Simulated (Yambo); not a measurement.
NaCaIrH₆: sweep of GW parameters

G0W0@PBEsol for NaCaIrH$_{6}$ (space group F-43m, No. 216) in Yambo. Reference settings: 4×4×4 Γ-centred k mesh, bands 6 to 140 and a 7 Ry block in the screening, 140 bands in G with the Bruneval-Gonze terminator, plasmon pole fitted at 27.2 eV. The PBEsol gap W → X on this mesh is 3.25 eV; G0W0 gaps are taken between the same points.

```csv
change from the reference,G0W0 gap W → X (eV),shift of the valence edge (eV),rough Yambo cost
reference settings,4.85,-0.62,1
92 bands in G,4.85,-0.60,–
1 Ry block,4.77,-0.42,within a factor of two
3 Ry block,4.74,-0.50,within a factor of two
6 Ry block,4.83,-0.60,within a factor of two
no random integration,4.79,-0.43,–
"92 bands in G, no terminator",4.79,-0.25,–
no terminator,4.81,-0.42,–
```

The reference isn't shown to be the converged limit. Costs are rough (shared machines), scaled to the same edge states, and given only for runs that recompute the screening.

Without spin-orbit coupling, band edges of such heavy elements can be off by tenths of an eV.

Geometry of the Materials Project entry, not relaxed at this level; primitive cell a = 5.110 Å, b = 5.110 Å, c = 5.110 Å, α = 60.00°, β = 60.00°, γ = 60.00°.

The structure is a Materials Project entry; no match was found in the copy of COD used, and its stability was not checked.

A shift is the quasiparticle energy of the state minus its PBEsol energy.
